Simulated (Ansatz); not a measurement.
NbRu:
```cif
data_Nb3Ru3
_chemical_formula_sum 'Nb3 Ru3'
_space_group_name_H-M_alt 'P 1'
_space_group_IT_number 1
_cell_length_a 4.58245
_cell_length_b 3.05825
_cell_length_c 6.92624
_cell_angle_alpha 90.000
_cell_angle_beta 102.802
_cell_angle_gamma 90.000
loop_
_space_group_symop_operation_xyz
  'x, y, z'
loop_
_atom_site_label
_atom_site_type_symbol
_atom_site_fract_x
_atom_site_fract_y
_atom_site_fract_z
_atom_site_occupancy
Nb1 Nb 0.68898 0.00000 0.32350 1
Nb2 Nb 0.31102 0.00000 0.67650 1
Nb3 Nb 0.00000 0.00000 0.00000 1
Ru1 Ru 0.50000 0.50000 0.00000 1
Ru2 Ru 0.20518 0.50000 0.34855 1
Ru3 Ru 0.79482 0.50000 0.65145 1
```

Relaxed with r²SCAN.

Q: Which orbitals make up the states near the Fermi level in the program Ansatz at the r²SCAN level (PAW)?

A: Within 0.5 eV of the Fermi level: Nb 4d 53 %, Ru 4d 38 %. Projections are on Löwdin-orthogonalised atomic valence shells; empty p or d shells of many metals are not among them.

Q: Tabulate the density of states.

A: States/eV per cell of 6 atoms, in 0.25 eV bins, energy from the Fermi level.

```
E (eV)  total  Ru 4d  Nb 4d  Nb 5s
------  -----  -----  -----  -----
-7.80    0.00   0.00   0.00   0.00
-7.55    0.09   0.00   0.00   0.05
-7.30    0.21   0.00   0.00   0.12
-7.05    0.30   0.00   0.00   0.16
-6.80    0.39   0.00   0.00   0.21
-6.55    0.47   0.01   0.01   0.24
-6.30    0.56   0.01   0.02   0.28
-6.05    0.69   0.03   0.03   0.33
-5.80    1.05   0.14   0.15   0.39
-5.55    2.90   0.92   0.91   0.51
-5.30    5.49   2.14   1.81   0.73
-5.05    6.92   3.01   2.31   0.74
-4.80    8.32   4.01   2.80   0.67
-4.55    9.57   5.05   3.22   0.57
-4.30    8.78   4.87   2.94   0.46
-4.05    7.66   4.49   2.58   0.26
-3.80    6.56   4.09   2.06   0.16
-3.55    8.92   5.99   2.56   0.07
-3.30   10.36   6.84   3.14   0.06
-3.05    7.75   5.10   2.29   0.07
-2.80    7.27   4.87   1.94   0.12
-2.55    8.30   5.49   2.13   0.18
-2.30    9.26   6.10   2.29   0.23
-2.05    8.29   5.28   2.13   0.28
-1.80    7.14   4.21   2.01   0.36
-1.55    5.83   3.43   1.64   0.30
-1.30    4.82   2.91   1.27   0.24
-1.05    2.88   1.46   0.95   0.17
-0.80    2.61   1.14   1.07   0.13
-0.55    3.65   1.59   1.63   0.12
-0.30    5.19   2.12   2.50   0.19
-0.05    5.62   2.02   3.07   0.18
0.20     6.19   2.30   3.43   0.13
0.45     5.43   1.97   3.09   0.12
0.70     4.46   1.93   2.25   0.09
0.95     6.79   2.87   3.58   0.11
1.20     8.65   3.22   4.96   0.12
1.45     9.44   3.28   5.59   0.10
1.70     9.48   3.07   5.75   0.09
1.95     6.23   1.76   3.86   0.08
2.20     4.65   1.19   2.80   0.08
2.45     4.27   0.93   2.72   0.09
2.70     4.46   0.86   3.13   0.10
```

Space group P2/m. The start of the workflow was typed in or built on a structure type; neither database checked (COD, Materials Project) lists it. COD files the formula under space group No. 123, 221. Whether it is the stable phase at ambient conditions was not checked. Symmetry was held in the r²SCAN relaxation; whether a distortion lowers the energy is not shown. No spin polarisation was allowed. Spin–orbit coupling is left out wherever it is not named.

Potentials: the earlier of the program's two PAW sets.
